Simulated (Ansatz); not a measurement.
## Formation energy of MoS in the NiAs-type structure

Method: PBE, scalar-relativistic; collinear spin; PAW, 420 eV, 10×10×6 k-mesh, Gaussian smearing of 0.05 eV; code Ansatz; PAW files: Ansatz's generated set soft_2.

The start was a prototype's sites filled with these elements, not a measured cell.

It takes space group P6_3/mmc (No. 194, hexagonal). Conventional cell: a = 3.742 Å, b = 3.742 Å, c = 5.211 Å, α = 90.00°, β = 90.00°, γ = 120.00°. Mo (site symmetry -3m) is surrounded by 6 S at 2.52 Å and 2 Mo at 2.61 Å. S (site symmetry -6m2) has 6 Mo at 2.52 Å as nearest neighbours. (Shells end 15 % past the nearest neighbour.)

The elements were computed in their standard states with the same datasets, cutoff and functional. Absolute energies hang on the potentials; compare differences alone.

Energy of the relaxed cell (4 atoms, smearing extrapolated to zero): -11716.678 eV. Elements, in eV/atom: Mo -4956.020, S -902.059.

Problem. What is the formation energy?

Solution. [-11716.678 − (2 × -4956.020 + 2 × -902.059)] / 4 = -0.13 eV/atom, or -13 kJ per mole of atoms.

The value is for 0 K, without zero-point energy. Uncorrected semilocal values for oxides, chalcogenides and halides often miss by tenths of an eV an atom. A negative value shows stability against the elements alone, not against other compounds or structures.
